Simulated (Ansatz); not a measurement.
Zr2Au:
```
Zr2Au
1.0
   -1.64831     1.64831     5.83501
    1.64831    -1.64831     5.83501
    1.64831     1.64831    -5.83501
Zr Au
2 1
Direct
  0.34012   0.34012   0.00000
  0.65988   0.65988   0.00000
  0.00000   0.00000   0.00000
```

Relaxed with r²SCAN.

### Question
Map the electron localisation function on the plane through (0.340, 0.340, 0.000) spanned by u = [1, 1, 0] and v = [1, -1, 0] in lattice vectors, from DFT-r²SCAN in the program Ansatz with PAW potentials.

### Answer
x is the fraction of u, y of v (the angle between them is 90°; rows are the nearest grid lines); atoms in the plane: Zr at (0.00, 0.00), Zr at (0.50, 0.50), Zr at (0.32, 0.00), Zr at (0.82, 0.50), Au at (0.16, 0.50), Au at (0.66, 0.00).
```
| =@#. .. .%@: #@+.-+=-=*#@@#*--=*+:.*@+ |
|.*@*. :. .%@+:%@=.-+=-=*#%%#+--=*+:.*@#.|
|%@@+ .::..*@@%@@-.-+=--+*##*+--=++-.=@@%|
|@@%: :--. -@@@@*..=+==-=+**+=-===+-.:#@@|
|%#=..---:..+#%*:.:--:---=++=-=-::--:.-#%|
|-:..-----:..:-:..::..:---==---....::..:-|
|...-------:.....:.....:------......::...|
|..-=-====--:..:-:.:=+:.:----..:++-..:::.|
|--=-=+*++=-=--=-..+%@*..:--:.:#@@%=.:==-|
|+=--+****=-==++-.-%@@@= .::..+@@@@%:.-++|
|+=--+*%#*+--=*+:.+@%%@* .:: .#@#+@@-.-++|
|+=-=*#@%#+--=*+:.*@++@#. .. .%@- #@=.-++|
|+=-=*#@%#+--=*+:.*@++@#. .. .%@- #@=.-++|
|+=--+*%#*+--=*+:.+@%%@* .:: .#@#+@@-.-++|
|+=--+****=-==++-.-%@@@= .::..+@@@@%:.-++|
|--=-=+*++=-=--=-..+%@*..:--:.:#@@%=.:==-|
|..-=-====--:..:-:.:=+:.:----..:++-..:::.|
|...-------:.....:.....:------......::...|
|-:..-----:..:-:..::..:---==---....::..:-|
|%#=..---:..+#%*:.:--:---=++=-=-::--:.-#%|
|@@%: :--. -@@@@*..=+==-=+**+=-===+-.:#@@|
|%@@+ .::..*@@%@@-.-+=--+*##*+--=++-.=@@%|
|.*@*. :. .%@+:%@=.-+=-=*#%%#+--=*+:.*@#.|
| =@#. .. .%@: #@+.-+=-=*#@@#*--=*+:.*@+ |
```
Scale: ten equal steps from 0.026 (start of ' ') to 0.818 (end of '@'), in the order ' .:-=+*#%@'; x runs from 0.000 to 1.00, y from 0.000 (bottom) to 1.00 (top).

The density is the valence pseudo-density with augmentation charge, so density and ELF within about 1 Å of a nucleus are not all-electron values.

Space group I4/mmm (MoSi2 or CaC2 type). The workflow started from an entry of the Crystallography Open Database (COD). Whether it is the stable phase at ambient conditions was not checked. Symmetry was held in the r²SCAN relaxation; its stability against distortions is not shown here. The run is not spin-polarised. Spin–orbit coupling is left out wherever it is not named.

Potentials: the later of the program's two PAW sets.
